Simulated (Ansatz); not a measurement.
**Na₃SbTe₃, one structure, two calculations**

Cell: a computed structure from the Materials Project (it need not be an observed phase), ions relaxed with PBE at fixed cell.

```cif
data_Na3SbTe3
_symmetry_space_group_name_H-M 'P2_13'
_symmetry_Int_Tables_number 198
_cell_length_a 9.6784
_cell_length_b 9.6784
_cell_length_c 9.6784
_cell_angle_alpha 90.000
_cell_angle_beta 90.000
_cell_angle_gamma 90.000
loop_
_atom_site_label
_atom_site_type_symbol
_atom_site_symmetry_multiplicity
_atom_site_Wyckoff_symbol
_atom_site_fract_x
_atom_site_fract_y
_atom_site_fract_z
Na1 Na 4 a 0.5900 0.9100 0.0900
Na2 Na 4 a 0.1829 0.1829 0.1829
Na8 Na 4 a 0.3274 0.1726 0.8274
Sb Sb 4 a 0.0381 0.4619 0.5381
Te Te 12 b 0.2597 0.1193 0.5028
```

One atom of each set is listed.

First run. Computed with Ansatz: DFT, PBE, plane waves and PAW, scalar-relativistic, 420 eV cutoff, Γ-centred 3×3×3 k-points, Fermi–Dirac smearing 0.02 eV.

| site | V_zz (10²¹ V/m²) | η |
| --- | --- | --- |
| Na1 | -0.090 | 0.00 |
| Na2 | -0.076 | 0.00 |
| Na8 | -0.20 | 0.00 |
| Sb | -11.77 | 0.00 |
| Te | 49.8 | 0.15 |

Second run. The same atoms and settings, except that the functional is r2SCAN and the cutoff is 500 eV.

(1) Given the first result, estimate the second.

Results:

(1) 

```json
{"site": "Na1", "V_zz": "-0.10", "η": "0.00", "change of V_zz": "-0.01"}
{"site": "Na2", "V_zz": "-0.066", "η": "0.00", "change of V_zz": "+0.01"}
{"site": "Na8", "V_zz": "-0.22", "η": "0.00", "change of V_zz": "-0.02"}
{"site": "Sb", "V_zz": "-14.14", "η": "0.00", "change of V_zz": "-2.37"}
{"site": "Te", "V_zz": "51.8", "η": "0.12", "change of V_zz": "+2.03"}
```

The largest change of V_zz is on Sb, from -11.77 to -14.14. In per cent, |V_zz| changes by +20 on Sb, +4 on Te (all sites that start above 0.5).

Without spin–orbit coupling the gradients at and beside Te can be off by some per cent, at some sites by more. With these PAW files V_zz is typically within 2 to 3 % of all-electron values, but misses above 10 % occur on Sb.
For the second run: The largest force is 0.3 eV/Å, so the atoms aren't at the calculated equilibrium and relaxing them would move these values.
